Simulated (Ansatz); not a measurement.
## ZrAsRu: do energies and stresses tell the same story?

All numbers below come from DFT PBEsol, scalar-relativistic, plane waves, PAW (Ansatz 0.2.0).

Settings: cutoff 420 eV, Γ-centred mesh 6×6×10 on the computed 9-atom cell, Gaussian smearing of 0.10 eV; no spin polarisation.

Relaxed cell: P-62m, a = 6.550 Å, b = 6.550 Å, c = 3.892 Å, α = 90.00°, β = 90.00°, γ = 120.00°, 9 atoms in the primitive cell. Whether it is the stable form of this composition wasn't checked.

Energies at zero smearing and pressures from the stress tensor, at volumes with shape and atoms relaxed:
| V (Å³/atom) | E − E(first) (meV/atom) | P (GPa) |
| --- | --- | --- |
| 15.103 | 0.00 | 14.70 |
| 15.585 | -31.88 | 6.74 |
| 16.067 | -41.69 | 0.00 |
| 16.549 | -32.83 | -5.70 |
| 17.031 | -8.20 | -10.51 |

Check P = −dE/dV between neighbouring volumes, and get the bulk modulus from the pressures alone.

With 1 eV/Å³ = 160.2 GPa:
| middle V (Å³/atom) | −ΔE/ΔV (GPa) | mean P (GPa) |
| --- | --- | --- |
| 15.344 | 10.596 | 10.722 |
| 15.826 | 3.262 | 3.371 |
| 16.308 | -2.945 | -2.848 |
| 16.790 | -8.188 | -8.104 |

The two differ by 0.13 GPa at most. The mean of two end pressures misses the average over a step by about ΔV² P″/12, up to 0.11 GPa here; with that taken off 0.02 GPa remains. Around V = 16.067 Å³/atom, the two neighbours give B = −V ΔP/ΔV = 16.067 × 12.44 / 0.964 = 207.3 GPa, against B0 = 206.3 GPa from the Birch–Murnaghan fit of the energies.